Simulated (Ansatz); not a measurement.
TePt (P6_3/mmc), stationary points along a deformation path

The calculation used DFT LDA, scalar-relativistic, plane waves, PAW (Ansatz). Cutoff 420 eV, Γ-centred 15×15×10 k-points, Gaussian smearing of 0.15 eV. Spin–orbit coupling is left out, which can shift energies with elements as heavy as these. No spin polarisation. Energies are free energies at this smearing, counted from the undisturbed cell; pressure is positive in compression.

The starting cell (as given, not relaxed at this level; it stands at 8.7 GPa, and it needn't be the usual structure):

```
CELL_PARAMETERS angstrom
4.11100 0.00000 0.00000
-2.05550 3.56023 0.00000
0.00000 0.00000 5.44600
ATOMIC_POSITIONS crystal
Te 0.33333 0.66667 0.25000
Te 0.66667 0.33333 0.75000
Pt 0.00000 0.00000 0.00000
Pt 0.00000 0.00000 0.50000
```

At fixed volume and fractional coordinates, lengths along (0.000, 0.000, 1.000) are scaled against those across it; ρ is that ratio over its starting value. V = 19.927 Å³/atom. Δσ is the stress along the axis less the mean stress across it (compression positive).

| ρ | ΔE (meV/atom) | Δσ (GPa) | space group |
| --- | --- | --- | --- |
| 0.850 | 210.8 | 37.66 | P6_3/mmc |
| 0.920 | 42.4 | 14.81 | P6_3/mmc |
| 1.000 | 0.0 | -0.96 | P6_3/mmc |
| 1.100 | 43.7 | -9.03 | P6_3/mmc |
| 1.200 | 117.7 | -9.53 | P6_3/mmc |

Q: How does the stress give the slope of the energy, and where is the energy stationary?

A: Along the path d ln(length) is 2/3 d ln ρ on the axis and −1/3 d ln ρ across it, so dE/d ln ρ = −(2/3) V Δσ: the energy falls with ρ where Δσ is positive. Δσ vanishes or changes sign between ρ = 0.920 and 1.000, a minimum (near 0.99 by linear interpolation). Pairs of stationary points between two samples would go unseen, and could change a minimum read from distant neighbours into a maximum.

Q: Integrate that slope from ρ = 1 to 0.850 by the trapezoid rule.

A: With V/N in Å³ and 1 eV/Å³ = 160.2 GPa the slopes at ρ = 1.000, 0.920, 0.850 are 79, -1228, -3122 meV/atom per unit of ln ρ. The steps add 47.9 + 172.1 = 220.0 meV/atom, against 210.8 from the energies; the trapezoid rule misses the curvature of the slope within each step.

In a metal these slopes depend on the k mesh and the smearing.